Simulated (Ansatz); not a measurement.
The cell of NiH2Cl is invented: species swapped into a database cell of PrNiC2 (Amm2, No. 38), with Cl on the Pr sites and H on the C sites. Lengths were set from tabulated atomic sizes, so they are only a guess.

```
Ni H Cl
1.0
     3.67284    0.00000    0.00000
     0.00000    2.12244    2.86999
     0.00000   -2.12244    2.86999
Ni H Cl
1 2 1
Direct
  0.50000 0.61388 0.61388
  0.50000 0.45462 0.15407
  0.50000 0.15407 0.45462
  0.00000 0.00243 0.00243
```

Method: Ansatz 0.2.0, DFT PBE, scalar-relativistic, plane waves, PAW. Cutoff 420 eV, Gaussian smearing, Γ-centred meshes. Cell and atoms relax first on a coarse mesh, the cell is then made exact in the group found at 0.06 to 0.08 Å, and last on a converged mesh; the steps can't lower the symmetry of their start. Collinear spin, starting moments Ni 2.0 μB.

A guess keeps its type if space group and coordination stay and the shape of the cell changes little (axis ratios within about 15 %, angles within 6°); the volume may change.

Q: Does it keep its structure type, or change into something else?

A: It doesn't keep its type. The symmetry stays Amm2 (No. 38). The volume per atom grows by 37.9 %, from 11.2 to 15.4 Å³. The shortest distance goes from 1.28 Å (H–H) to 0.84 Å (H–H). Counting neighbours within 15 % of an atom's shortest distance, the start has Cl 14, H 1, Ni 4 and the end Cl 2, H 1, Ni 2. In detail, at the end around Ni lie 2 H at 1.65 Å and 2 Cl at 2.17 Å; H is surrounded by 1 H at 0.84 Å and 1 Ni at 1.65 Å; Cl is surrounded by 2 Ni at 2.17 Å.

```yaml
crystal:
  lattice:
    - [4.07750, 0.00000, 0.00000]
    - [0.00000, 2.90468, 2.60581]
    - [0.00000, -2.90468, 2.60581]
  atoms:
    - { symbol: Ni, position: [0.50000, 0.67385, 0.67385] }
    - { symbol: H, position: [0.50000, 0.43992, 0.29554] }
    - { symbol: H, position: [0.50000, 0.29554, 0.43992] }
    - { symbol: Cl, position: [0.00000, 0.81569, 0.81569] }
```

The last run used collinear spin, a 10×10×10 mesh for its 4-atom cell and Gaussian smearing of 0.10 eV. Weakly bound directions are ill-defined at this level, which has no dispersion term. No Hubbard U is applied to the 3d shell of Ni. The magnetic state reached may not be the lowest. Symmetry constrained the relaxation, so the result can be a saddle point. Another cell of the same search, in Pmmn, lies 36 meV/atom lower, so this cell isn't the stable form at this level.
